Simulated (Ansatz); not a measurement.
## Comparing deformations in CoW₃

The calculation used DFT PBEsol, scalar-relativistic, plane waves, PAW in Ansatz. Cutoff 420 eV, Γ-centred 12×12×12 k-points, Gaussian smearing of 0.15 eV. Spin–orbit coupling is left out, which matters for the heavy elements here. No spin polarisation. A magnetic state may lie lower. Energies are free energies at this smearing, counted from the undisturbed cell; pressure is positive in compression.

Zero of the scan (relaxed at this level; it needn't be the usual structure):

```
CELL_PARAMETERS angstrom
3.85824 0.00000 0.00000
0.00000 3.85824 0.00000
0.00000 0.00000 3.85824
ATOMIC_POSITIONS crystal
Co 0.00000 0.00000 0.00000
W 0.00000 0.50000 0.50000
W 0.50000 0.00000 0.50000
W 0.50000 0.50000 0.00000
```

The cell is strained by ε times a Voigt pattern (xx, yy, zz, yz, xz, xy; engineering shear) with fractional coordinates fixed. τ = (1/V0) dE/dε comes from the stress tensor. Of each scan, only the three points used here are listed.

```
           pattern        ε  τ (GPa)
(0, 1, 0, 0, 0, 0)  -0.0150    -5.06
(0, 1, 0, 0, 0, 0)   0.0000    -0.03
(0, 1, 0, 0, 0, 0)   0.0150     4.66
(0, 0, 0, 1, 0, 0)  -0.0050    -0.65
(0, 0, 0, 1, 0, 0)   0.0000     0.00
(0, 0, 0, 1, 0, 0)   0.0050     0.65
```

Question: Which constants do the scans give, and which deformation costs least for the same size of strain tensor?

Answer: The slope dτ/dε at zero (parabola through three points) is pᵀCp: (0, 1, 0, 0, 0, 0) gives C11 = 324 GPa; (0, 0, 0, 1, 0, 0) gives C44 = 131 GPa. The size of the strain tensor, ε:ε, is ε² times 1.0, 0.5. Per unit of it the stiffnesses are 324, 262 GPa, so (0, 0, 0, 1, 0, 0) is the softest of these: at ε:ε = (1 %)² the quadratic term costs 1.17 meV/atom against 1.45 for the stiffest.

In a metal these slopes depend on the k mesh and the smearing.

Cost: 18 runs of about 3.8 core-minutes in all, on Intel Xeon 6975P-C (Granite Rapids) (shared hosts).